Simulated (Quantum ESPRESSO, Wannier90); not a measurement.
**Tight-binding from DFT: BeRh (CsCl type)**

Cell from Materials Project (mp-11276), symmetrised, no further relaxation. Not found in the COD (Crystallography Open Database) copy used; not checked further. Method: PBEsol plane waves in Quantum ESPRESSO 7.5 (PseudoDojo norm-conserving files, 71 Ry, no spin polarisation, no spin-orbit coupling), Bloch states on a 10×10×10 mesh through Γ, Wannier90 4.0.1. Density: 16×16×16 mesh, cold smearing 0.01 Ry.

```
begin unit_cell_cart
ang
    2.7678900000    0.0000000000    0.0000000000
    0.0000000000    2.7678900000    0.0000000000
    0.0000000000    0.0000000000    2.7678900000
end unit_cell_cart
mp_grid = 10 10 10
```

Question: Which shells of neighbouring k-points and which b-vectors and weights does Wannier90 pick for this cell and mesh?

Answer: 
```
 *---------------------------------- K-MESH ----------------------------------*
 +----------------------------------------------------------------------------+
 |                    Distance to Nearest-Neighbour Shells                    |
 |                    ------------------------------------                    |
 |          Shell             Distance (Ang^-1)          Multiplicity         |
 |          -----             -----------------          ------------         |
 |             1                   0.227003                      6            |
 |             2                   0.321030                     12            |
 |             3                   0.393180                      8            |
 |             4                   0.454005                      6            |
 |             5                   0.507593                     24            |
 |             6                   0.556041                     24            |
 |             7                   0.642061                     12            |
 |             8                   0.681008                     30            |
       ... (lines left out)
 +----------------------------------------------------------------------------+
 | The b-vectors are chosen automatically                                     |
 | The following shells are used:                       1                     |
 +----------------------------------------------------------------------------+
 |                        Shell   # Nearest-Neighbours                        |
 |                        -----   --------------------                        |
 |                          1               6                                 |
 +----------------------------------------------------------------------------+
 | Completeness relation is fully satisfied [Eq. (B1), PRB 56, 12847 (1997)]  |
 +----------------------------------------------------------------------------+
 |                  b_k Vectors (Ang^-1) and Weights (Ang^2)                  |
 |                  ----------------------------------------                  |
 |            No.         b_k(x)      b_k(y)      b_k(z)        w_b           |
 |            ---        --------------------------------     --------        |
 |             1         0.000000    0.000000    0.227003     9.703042        |
 |             2         0.000000    0.227003    0.000000     9.703042        |
 |             3         0.227003    0.000000    0.000000     9.703042        |
 |             4         0.000000    0.000000   -0.227003     9.703042        |
 |             5         0.000000   -0.227003    0.000000     9.703042        |
 |             6        -0.227003    0.000000    0.000000     9.703042        |
```
